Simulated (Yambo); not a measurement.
Material: Na2PtH4 (space group I4/mmm, No. 139); a = b = c = 4.9436 Å, α = β = 116.61°, γ = 95.97° (7 atoms in the cell). The geometry is that of Materials Project entry mp-697096, symmetrised and not relaxed again.

With LDA (pw.x of Quantum ESPRESSO, ONCV potentials, no spin-orbit coupling), the gap between the mesh's edge points ((0.25, -0.25, -0.5) → Z) is 1.988 eV.

Task: What does a G0W0 run in Yambo give for it (4×4×4 Γ-centred k mesh, bands 7 to 132 and a 7 Ry block in the screening, 132 bands in G with the Bruneval-Gonze terminator, plasmon pole fitted at 27.2 eV)?

Result: The correction is 1.661 eV, giving 3.649 eV, 1.8 times the LDA value.  Convergence of the G0W0 settings was not tested. Without spin-orbit coupling, band edges of such heavy elements can be off by tenths of an eV.
